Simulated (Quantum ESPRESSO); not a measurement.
# TaHf2O5F3: input and log of a self-consistent run

A calculation, not a measurement. The program is pw.x of Quantum ESPRESSO 7.5 (plane-wave density functional theory). The cell is made up: 11 atoms on a fluorite lattice with one site empty, with randomly drawn elements, strain and displacements, not relaxed. PseudoDojo standard norm-conserving files (v0.5 for PBE, v0.4.1 for LDA and PBEsol) set the functional; there is no spin polarisation, spin-orbit coupling or dispersion term, and the masses in the input are unused placeholders.

The hafnium pseudopotential is less sure than the others, with forces about 3 percent (worst 6) and pressure in oxides about 1.5 GPa (worst 2.7) from a second method in checks, which no rerun with the same files tests.

Input:

```
&control calculation='scf', pseudo_dir='./dojo.nc.sr.pbe.v0_5.standard.upf', outdir='./o', disk_io='low', tprnfor=.true., tstress=.true. /
&system ibrav=0, nat=11, ntyp=4, nbnd=50, ecutwfc=105.61755193, nosym=.true., tot_charge=0,
 occupations='smearing', smearing='fd', degauss=0.0018374661
/
&electrons conv_thr=7.350e-09, electron_maxstep=60, /
ATOMIC_SPECIES
F 1.0 F.upf
Hf 1.0 Hf.upf
O 1.0 O.upf
Ta 1.0 Ta.upf
CELL_PARAMETERS angstrom
5.1674 -0.0244 -0.0121
-0.0244 5.0888 0.0147
-0.0121 0.0147 5.2303
ATOMIC_POSITIONS angstrom
Ta 0.0429 -0.0301 -0.0204
Hf 2.5312 -0.0966 2.5397
Hf 2.4799 2.4533 -0.0306
O 1.2973 1.2622 1.2584
O 1.2129 1.2173 3.9107
O 1.293 3.8407 1.2732
O 1.2002 3.8639 3.9078
F 3.8959 1.2362 1.2904
F 3.9028 1.2995 3.9378
F 3.8544 3.8773 1.3032
O 3.8408 3.7868 3.9851
K_POINTS automatic
6 6 6 1 1 1
```

The log is shortened where brackets say so; the opening notice, blank lines, dates and the lines on written files are dropped, and the path of the files is cut. It prints rydbergs, bohrs and kilobars, and counts compression as positive stress. With no partly filled state, the Fermi energy that it prints is only some level between the filled and the empty states on the mesh, and need not lie in the true gap.

```
     Program PWSCF v.7.5
     Parallel version (MPI & OpenMP), running on       4 processor cores
     Number of MPI processes:                 4
     Threads/MPI process:                     1
     [start-up lines left out]
     bravais-lattice index     =            0
     lattice parameter (alat)  =       9.7651  a.u.
     unit-cell volume          =     928.1004 (a.u.)^3
     number of atoms/cell      =           11
     number of atomic types    =            4
     number of electrons       =        88.00
     number of Kohn-Sham states=           50
     kinetic-energy cutoff     =     105.6176  Ry
     charge density cutoff     =     422.4702  Ry
     scf convergence threshold =      7.3E-09
     mixing beta               =       0.7000
     number of iterations used =            8  plain     mixing
     Exchange-correlation= PBE
                           (   1   4   3   4   0   0   0)
     [axes and pseudopotential details left out]
   Cartesian axes
     site n.     atom                  positions (alat units)
         1        Ta     tau(   1) = (   0.0083019  -0.0058249  -0.0039478  )
         2        Hf     tau(   2) = (   0.4898333  -0.0186939   0.4914783  )
         3        Hf     tau(   3) = (   0.4799059   0.4747583  -0.0059217  )
         4        O      tau(   4) = (   0.2510512   0.2442587   0.2435233  )
         5        O      tau(   5) = (   0.2347183   0.2355697   0.7567917  )
         6        O      tau(   6) = (   0.2502191   0.7432455   0.2463874  )
         7        O      tau(   7) = (   0.2322606   0.7477351   0.7562305  )
         8        F      tau(   8) = (   0.7539277   0.2392272   0.2497159  )
         9        F      tau(   9) = (   0.7552630   0.2514769   0.7620361  )
        10        F      tau(  10) = (   0.7458967   0.7503282   0.2521930  )
        11        O      tau(  11) = (   0.7432648   0.7328148   0.7711895  )
     number of k points=   108  Fermi-Dirac smearing, width (Ry)=  0.0018
     Number of k-points >= 100: set verbosity='high' to print them.
     Dense  grid:   136111 G-vectors     FFT dimensions: (  64,  64,  72)
     Estimated max dynamical RAM per process >     573.00 MB
     Estimated total dynamical RAM >       2.14 GB
     Initial potential from superposition of free atoms
     starting charge      87.9953, renormalised to      88.0000
     Starting wfcs are   62 randomized atomic wfcs
     total cpu time spent up to now is       11.3 secs
     per-process dynamical memory:   483.8 Mb
     Self-consistent Calculation
     iteration #  1     ecut=   105.62 Ry     beta= 0.70
     Davidson diagonalization with overlap
     ethr =  1.00E-02,  avg # of iterations =  2.0
     total cpu time spent up to now is       33.1 secs
     total energy              =    -667.82033804 Ry
     estimated scf accuracy    <       4.48079335 Ry
     iteration #  2     ecut=   105.62 Ry     beta= 0.70
     Davidson diagonalization with overlap
     ethr =  5.09E-03,  avg # of iterations =  6.1
     total cpu time spent up to now is       68.4 secs
     total energy              =    -664.08197912 Ry
     estimated scf accuracy    <      36.91186839 Ry
     iteration #  3     ecut=   105.62 Ry     beta= 0.70
     Davidson diagonalization with overlap
     ethr =  5.09E-03,  avg # of iterations =  6.0
     total cpu time spent up to now is      101.5 secs
     total energy              =    -670.20442172 Ry
     estimated scf accuracy    <       1.24602033 Ry
     iteration #  4     ecut=   105.62 Ry     beta= 0.70
     Davidson diagonalization with overlap
     ethr =  1.42E-03,  avg # of iterations =  2.1
     total cpu time spent up to now is      124.5 secs
     total energy              =    -670.20306049 Ry
     estimated scf accuracy    <       0.54313979 Ry
     iteration #  5     ecut=   105.62 Ry     beta= 0.70
     Davidson diagonalization with overlap
     ethr =  6.17E-04,  avg # of iterations =  1.9
     total cpu time spent up to now is      145.3 secs
     total energy              =    -670.14675387 Ry
     estimated scf accuracy    <       0.22870721 Ry
     [iterations 6 to 11 left out]
     iteration # 12     ecut=   105.62 Ry     beta= 0.70
     Davidson diagonalization with overlap
     ethr =  8.81E-08,  avg # of iterations =  2.0
     total cpu time spent up to now is      337.4 secs
     total energy              =    -670.19720247 Ry
     estimated scf accuracy    <       0.00003268 Ry
     iteration # 13     ecut=   105.62 Ry     beta= 0.70
     Davidson diagonalization with overlap
     ethr =  3.71E-08,  avg # of iterations =  3.4
     total cpu time spent up to now is      361.0 secs
     total energy              =    -670.19720826 Ry
     estimated scf accuracy    <       0.00000099 Ry
     iteration # 14     ecut=   105.62 Ry     beta= 0.70
     Davidson diagonalization with overlap
     ethr =  1.13E-09,  avg # of iterations =  6.6
     total cpu time spent up to now is      393.6 secs
     total energy              =    -670.19720901 Ry
     estimated scf accuracy    <       0.00000057 Ry
     iteration # 15     ecut=   105.62 Ry     beta= 0.70
     Davidson diagonalization with overlap
     ethr =  6.51E-10,  avg # of iterations =  2.0
     total cpu time spent up to now is      416.6 secs
     total energy              =    -670.19720906 Ry
     estimated scf accuracy    <       0.00000006 Ry
     iteration # 16     ecut=   105.62 Ry     beta= 0.70
     Davidson diagonalization with overlap
     ethr =  6.86E-11,  avg # of iterations =  4.7
     total cpu time spent up to now is      444.3 secs
     End of self-consistent calculation
     Number of k-points >= 100: set verbosity='high' to print the bands.
     the Fermi energy is     9.9343 ev
!    total energy              =    -670.19720908 Ry
     estimated scf accuracy    <          3.4E-09 Ry
     smearing contrib. (-TS)   =      -0.00000000 Ry
     internal energy E=F+TS    =    -670.19720908 Ry
     The total energy is F=E-TS. E is the sum of the following terms:
     one-electron contribution =    -201.93873809 Ry
     hartree contribution      =     145.58510772 Ry
     xc contribution           =    -161.12526057 Ry
     ewald contribution        =    -452.71831813 Ry
     convergence has been achieved in  16 iterations
     Forces acting on atoms (cartesian axes, Ry/au):
     atom    1 type  4   force =     0.23056021   -0.07599584   -0.13112978
     atom    2 type  2   force =    -0.14581946   -0.03253798    0.08373332
     atom    3 type  2   force =    -0.13462995    0.05334089   -0.07056000
     atom    4 type  3   force =     0.02557059   -0.04599949   -0.03826262
     atom    5 type  3   force =     0.03944167   -0.02510781    0.07195554
     atom    6 type  3   force =     0.01352893    0.03914304   -0.05717977
     atom    7 type  3   force =     0.02799847    0.02964229    0.06984723
     atom    8 type  1   force =    -0.00937556   -0.00723628   -0.02389646
     atom    9 type  1   force =    -0.02468950   -0.02442545    0.02898916
     atom   10 type  1   force =     0.00336880    0.00230811    0.00000967
     atom   11 type  3   force =    -0.02595420    0.08686852    0.06649372
     Total force =     0.412250     Total SCF correction =     0.000157
     Computing stress (Cartesian axis) and pressure
          total   stress  (Ry/bohr**3)                   (kbar)     P=     -163.75
  -0.00130443  -0.00016034  -0.00022309         -191.89      -23.59      -32.82
  -0.00016034  -0.00069064   0.00007288          -23.59     -101.60       10.72
  -0.00022309   0.00007288  -0.00134444          -32.82       10.72     -197.77
     init_run     :     10.86s CPU     11.17s WALL (       1 calls)
     electrons    :    432.25s CPU    432.94s WALL (       1 calls)
     forces       :      3.94s CPU      3.95s WALL (       1 calls)
     stress       :     14.16s CPU     14.49s WALL (       1 calls)
     [timing details left out]
     PWSCF        :   7m41.50s CPU   7m42.90s WALL
     JOB DONE.
```

In other units: free energy -9118.498 eV for the cell, pressure -16.38 GPa, largest force component 5.928 eV/Å. This run is the check on a run of the same cell at a cutoff of 1143 eV and k mesh 4 x 4 x 4: rerunning at a cutoff of 1437 eV and k mesh 6 x 6 x 6 moved values by no more than 0.003 eV in energy, 0.04 GPa in stress and 0.004 eV/Å in force.